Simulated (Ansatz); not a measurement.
**Ca₂PbAu₂ in Ansatz, relaxation**

Input:

```yaml
crystal:
  lattice:
    - [8.001687, 0.0, 0.0]
    - [0.0, 8.001687, 0.0]
    - [0.0, 0.0, 3.808118]
  atoms:
    - { symbol: Ca, position: [0.1733, 0.6733, 0.5] }
    - { symbol: Ca, position: [0.3267, 0.1733, 0.5] }
    - { symbol: Ca, position: [0.8267, 0.3267, 0.5] }
    - { symbol: Ca, position: [0.6733, 0.8267, 0.5] }
    - { symbol: Au, position: [0.62284, 0.12284, 0.0] }
    - { symbol: Au, position: [0.87716, 0.62284, 0.0] }
    - { symbol: Au, position: [0.37716, 0.87716, 0.0] }
    - { symbol: Au, position: [0.12284, 0.37716, 0.0] }
    - { symbol: Pb, position: [0.0, 0.0, 0.0] }
    - { symbol: Pb, position: [0.5, 0.5, 0.0] }
  symmetry: { tolerance: 0.0003 }
kpoints:
  mp_grid: { grid: [4, 4, 9], shift: [0, 0, 0] }
magnetization:
  spin_polarized: false
scf:
  occupations: { method: fermi_dirac }
  lower_state_search: "off"
hamiltonian:
  pseudopotentials: { kind: paw }
  xc: r2scan
basis:
  ecutwfc: 500
  fft_grid_basis: typed
relax:
  max_steps: 80
  cell: { p_target: 0.0 }
output:
  forces: true
  stress: true
  eigenvalues: true
  bader: true
  populations: true
  elf: true
  write_potential: true
  volumetric_format: npy
  dos:
    e_range: [-12, 8]
    de: 0.05
    projected: { site_lists: { Au: [Au], Ca: [Ca], Pb: [Pb] } }
checkpoint:
  read: saved_state
```

Launch command:

```bash
ansatz run input.yaml --threads 2 --pin off --max-ram 3584MiB --backend cpu --events-out ev --progress --plain --runs-dir out
```

Origin of the cell: a database entry, scaled a little.

The smearing width isn't typed, so it takes its default of 0.1 eV.

The saved state is a converged single point of the same cell.

Steps («new basis» is an SCF on plane waves selected anew at the same cell):

```csv
step,ΔF (meV/atom),max force component (eV/Å),P (GPa),volume (Å³),SCF iterations,step was
1,0.0,0.059,1.33,243.82,7,accepted
2,-1.7,0.030,-0.62,252.18,6,accepted
3,-2.4,0.001,-0.04,249.64,6,accepted
4,-2.4,0.001,0.00,249.50,6,accepted
5,-2.5,0.001,0.00,249.50,7,new basis
```

Before:

Space group P4/mbm (No. 127); the run's cell has a = 8.002 Å, b = 8.002 Å, c = 3.808 Å, α = 90.00°, β = 90.00°, γ = 90.00°. Shortest distances: Au–Au 2.78 Å, Au–Ca 2.99 Å, Au–Pb 3.17 Å, Ca–Pb 3.52 Å.

The relaxed structure.

Space group P4/mbm (No. 127); the run's cell has a = 8.032 Å, b = 8.032 Å, c = 3.868 Å, α = 90.00°, β = 90.00°, γ = 90.00°. Shortest distances: Au–Au 2.80 Å, Au–Ca 3.01 Å, Au–Pb 3.18 Å, Ca–Pb 3.54 Å.

```yaml
crystal:
  lattice:
    - [8.03173, 0.00000, 0.00000]
    - [0.00000, 8.03173, 0.00000]
    - [0.00000, 0.00000, 3.86767]
  atoms:
    - { symbol: Ca, position: [0.17387, 0.67387, 0.50000] }
    - { symbol: Ca, position: [0.32613, 0.17387, 0.50000] }
    - { symbol: Ca, position: [0.82613, 0.32613, 0.50000] }
    - { symbol: Ca, position: [0.67387, 0.82613, 0.50000] }
    - { symbol: Au, position: [0.62326, 0.12326, 0.00000] }
    - { symbol: Au, position: [0.87674, 0.62326, 0.00000] }
    - { symbol: Au, position: [0.37674, 0.87674, 0.00000] }
    - { symbol: Au, position: [0.12326, 0.37674, 0.00000] }
    - { symbol: Pb, position: [0.00000, 0.00000, 0.00000] }
    - { symbol: Pb, position: [0.50000, 0.50000, 0.00000] }
```

- Free energy lowered by: 2.5 meV/atom
- Volume change: 2.33 %
- Final pressure: 0.00 GPa
- Relaxation steps listed: 5
- Formation energy (elements under the same functional, gases as molecules, uncorrected): -0.769 eV/atom

Caveats: no spin-orbit coupling, though heavy elements are present; the relaxation held the start's symmetry, so the end may be a saddle point.

Time: 250 s of wall time on 2 CPU thread(s) of a shared host, from a saved density.
